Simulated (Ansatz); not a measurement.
Values for one crystal, relaxed and computed with the program Ansatz at the r²SCAN level (PAW); other levels are named.

```yaml
volume_per_atom: 15.00 Å³
band_gap: 0.51 eV (indirect)
Pressure derivative B′: 4.6
conduction_band_minimum: on the Γ–Z line, 54 % of the way from Γ (k = 0.000, 0.000, 0.268) (2 equivalent valleys)
smallest_direct_gap_on_the_standard_path: 0.69 eV
valence_band_maximum: on the Y–T line, 39 % of the way from Y (k = 0.000, 0.500, 0.193)
Bulk modulus (Birch–Murnaghan fit): 148 GPa
```

Task: Pick the material that matches.
(A) BaMg2FeH8, P-3m1 (Pearson symbol hP12)
(B) FeAs2, Pnnm (Fe on 2a, As on 4g)
(C) BAs, zinc blende
(D) GaAs, zinc blende

Result: B, FeAs2, Pnnm (Fe on 2a, As on 4g)

The first step of the workflow began from a Materials Project structure, measured or hypothetical; the Crystallography Open Database files this formula in space group No. 58, but the cells were not matched. Its standing as an ambient phase is unchecked. The cell was relaxed with r²SCAN under the symmetry of its start; whether a distortion lowers the energy is not shown. The run is not spin-polarised. Spin–orbit coupling is left out wherever it is not named.

Potentials: the later of the program's two PAW sets.
